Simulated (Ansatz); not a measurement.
## Relaxing YbI2 in the CdI2-type structure

Level of theory: DFT, PBEsol, scalar-relativistic, no spin polarisation; plane waves to 420 eV with PAW datasets (Ansatz 0.2.0), Γ-centred 8×8×6 mesh, 0.05 eV Gaussian smearing. The datasets are Ansatz's generated set soft_2.

This is a trial structure made by placing the elements on a prototype's sites, so it needn't be the stable form.

The start:

```
Yb I
1.0
     4.56016    0.00000    0.00000
    -2.28008    3.94922    0.00000
     0.00000    0.00000    7.35649
Yb I
1 2
Direct
  0.00000 0.00000 0.00000
  0.33333 0.66667 0.25200
  0.66667 0.33333 0.74800
```

The steps in volume:

| run | level | k-mesh | kind | V (Å³/atom) | P (GPa) | E − E(final) (meV/atom) | gap on the mesh (eV) |
| --- | --- | --- | --- | --- | --- | --- | --- |
| 1 | PBEsol | 8×8×4 | cell and atoms relaxed | 39.03 | 0.0 | 0.0 | 0.67 |
| 2 | PBEsol | 8×8×6 | cell and atoms relaxed | 39.03 | 0.0 | 0.0 | 0.67 |

Cell and atoms are those of this level's equilibrium.

The final structure (symmetry read at 0.01 Å). The structure is trigonal, space group P-3m1 (No. 164). Conventional cell: a = 4.358 Å, b = 4.358 Å, c = 7.117 Å, α = 90.00°, β = 90.00°, γ = 120.00°. Yb (site symmetry -3m) has 6 I at 3.08 Å as nearest neighbours. Around I (site symmetry 3m) lie 3 Yb at 3.08 Å. (Neighbours are counted to 15 % beyond the shortest distance.)

- At the final geometry the gap, band path included, is 0.67 eV.
- Against the elements' standard states, run alike and uncorrected, the formation energy is -1.50 eV/atom.
- The runs in the table took roughly 5 core-minutes.

**Reading the result.**

Within 0.6 eV of the edges the projected states are 99 % Yb 4f at the top of the valence band and 82 % Yb 5d at the bottom of the conduction band. The gap runs from the occupied 4f levels to the empty 5d band of the same element.

Spin–orbit coupling, which matters for such heavy elements, is left out. The structure is built of weakly bound layers, and this functional has no dispersion term, so their spacing and all that hangs on it (volume, the soft elastic constants, low modes, dielectric constants) are poorly given.
